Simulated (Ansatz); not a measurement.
BeB2As, before and after

A trial structure of BeB2As was built thus: random cell by space group and Wyckoff sites (P4/mmm, No. 123). Its size is a rough estimate.

start.cif

```cif
data_structure
_symmetry_space_group_name_H-M 'P 1'
_symmetry_Int_Tables_number 1
_cell_length_a 3.6758
_cell_length_b 3.6758
_cell_length_c 4.0442
_cell_angle_alpha 90.000
_cell_angle_beta 90.000
_cell_angle_gamma 90.000
_cell_volume 54.64
loop_
_atom_site_label
_atom_site_type_symbol
_atom_site_fract_x
_atom_site_fract_y
_atom_site_fract_z
_atom_site_occupancy
Be1 Be 0.50000 0.50000 0.50000 1
B1 B 0.00000 0.50000 0.50000 1
B2 B 0.50000 0.00000 0.50000 1
As1 As 0.00000 0.00000 0.50000 1
```

All numbers below come from Ansatz 0.2.0, DFT PBE, scalar-relativistic, plane waves, PAW. Cutoff 420 eV, Gaussian smearing, Γ-centred meshes. Cell and atoms relax first on a coarse mesh and then on a finer one. In between, the cell is made exact in the group found at 0.06 Å. In metals the finer mesh still leaves noise of several meV/atom or more. The steps can't lower the symmetry of their start. No spin polarisation.

end.cif

```cif
data_structure
_symmetry_space_group_name_H-M 'P 1'
_symmetry_Int_Tables_number 1
_cell_length_a 4.2901
_cell_length_b 4.2901
_cell_length_c 2.3577
_cell_angle_alpha 90.000
_cell_angle_beta 90.000
_cell_angle_gamma 90.000
_cell_volume 43.39
loop_
_atom_site_label
_atom_site_type_symbol
_atom_site_fract_x
_atom_site_fract_y
_atom_site_fract_z
_atom_site_occupancy
Be1 Be 0.50000 0.50000 0.50000 1
B1 B 0.00000 0.50000 0.50000 1
B2 B 0.50000 0.00000 0.50000 1
As1 As 0.00000 0.00000 0.50000 1
```

The symmetry stays P4/mmm (No. 123). The volume per atom shrinks by 20.6 %, from 13.7 to 10.8 Å³. The shortest distance goes from 1.84 Å (B–As and Be–B) to 2.15 Å (B–As and Be–B). The ratio c/a of the conventional cell changes by a factor of 0.50. The energy falls by about 0.86 eV/atom (the start's value is from the coarse mesh).

| Item | Value |
| --- | --- |
| Volume per atom | 10.85 Å³ |
| Density | 4.04 g/cm³ |
| Formation energy | +1.21 eV/atom |
| Gap on the 12×12×20 mesh of the 4-atom cell | 0 eV (a metal) |

The zero of energy is the elements' standard structures at the same level; no fitted shifts are applied. It can't be a ground state, since the elements alone are lower.

The last run used Gaussian smearing of 0.10 eV. An odd number of electrons in the primitive cell allows no gap without spin; a larger cell or a magnetic state could open one. The cell is a metal run without spin; a magnetic state may lie lower. The reference form of As is held partly by dispersion forces, which this level lacks. A structure relaxed within its symmetry needn't be a true minimum. In all, the 4 runs took 87 s on 1 thread of Arm Neoverse V2 (shared host).
